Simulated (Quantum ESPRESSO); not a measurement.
**Kohn-Sham bands of ZnSnP$_{2}$ (P-4m2)**

```xyz
4
Lattice="4.0039 0.0000 0.0000 0.0000 4.0039 0.0000 0.0000 0.0000 5.6232" Properties=species:S:1:pos:R:3 pbc="T T T"
Zn     0.0000     0.0000     0.0000
Sn     2.0019     2.0019     2.8116
P      0.0000     2.0019     1.2768
P      2.0019     0.0000    -1.2768
```

Structure: Materials Project mp-1215429, symmetrised, not relaxed again. Not found in the COD (Crystallography Open Database) copy used; not checked further. Level: PBEsol, no spin polarisation, no spin-orbit coupling; pw.x of Quantum ESPRESSO at 68 Ry with PseudoDojo potentials, 8×8×6 k-points, Wannier90. Density: 8×8×6 mesh, Gaussian smearing 0.01 Ry. Spin-orbit coupling is left out although heavy elements are present.

Question: List the Kohn-Sham levels between −8 and 3.5 eV relative to the valence-band maximum at the high-symmetry points, as a band run of pw.x on that density gives them (levels within 2 meV counted together).

Answer: 
```
point  k (reciprocal lattice)                                                                              levels (eV)
-----  ----------------------  ---------------------------------------------------------------------------------------
Γ           0.000 0.000 0.000   -7.09, -6.81 (×2), -6.66, -6.58, -6.18, -2.83 (×2), -0.10, 0.00 (×2), 0.49, 1.23, 2.27
X           0.000 0.500 0.000        -7.26, -6.83, -6.80, -6.65, -6.56, -5.62, -4.40, -3.60, -3.08, -1.78, -0.78, 1.99
M           0.500 0.500 0.000  -6.75, -6.59, -6.54, -6.50 (×2), -5.25, -3.42, -2.74 (×2), -1.90, 0.93, 1.28 (×2), 2.68
Z           0.000 0.000 0.500  -7.21, -6.83 (×2), -6.67, -6.58, -3.91, -3.20, -2.14 (×2), -1.34 (×2), 1.47, 1.96, 3.36
R           0.000 0.500 0.500  -7.35, -6.80, -6.75, -6.65, -6.57, -6.51, -5.74, -1.71, -1.51, -0.79, -0.70, 0.48, 2.03
A           0.500 0.500 0.500            -7.75, -6.83, -6.75, -6.56, -6.41 (×2), -5.00, -3.99, -3.49 (×2), -2.76, 3.34
```
